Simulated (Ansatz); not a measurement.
**AgAu₃: do energies and stresses tell the same story?**

Method: Ansatz, DFT r2SCAN, scalar-relativistic, plane waves, PAW.

Plane waves to 500 eV, a k mesh through Γ of 14×14×14 on the computed 4-atom cell and Gaussian smearing (0.10 eV); no spin polarisation.

Relaxed cell: I4/mmm, a = 4.104 Å, b = 4.104 Å, c = 8.286 Å, α = 90.00°, β = 90.00°, γ = 90.00°, 4 atoms in the primitive cell. Whether it is the stable form of this composition wasn't checked.

Energies at zero smearing and pressures from the stress tensor, at volumes with shape and atoms relaxed:
```
V (Å³/atom) E − E(first) (meV/atom) P (GPa)
     16.399                     0.00    10.42
     16.923                   -24.32     4.69
     17.446                   -31.74     0.02
     17.970                   -25.40    -3.76
     18.493                    -7.95    -6.81
```

Q: Check P = −dE/dV between neighbouring volumes, and get the bulk modulus from the pressures alone.

A: With 1 eV/Å³ = 160.2 GPa:
```tsv
middle V (Å³/atom)	−ΔE/ΔV (GPa)	mean P (GPa)
16.661	7.445	7.554
17.185	2.270	2.357
17.708	-1.941	-1.866
18.231	-5.342	-5.285
```

The two differ by 0.11 GPa at most. The mean of two end pressures misses the average over a step by about ΔV² P″/12, up to 0.10 GPa here; with that taken off 0.01 GPa remains. Around V = 17.446 Å³/atom, the two neighbours give B = −V ΔP/ΔV = 17.446 × 8.45 / 1.047 = 140.8 GPa, against B0 = 139.6 GPa from the Birch–Murnaghan fit of the energies.

Spin–orbit coupling is left out, which can shift energies with elements as heavy as these.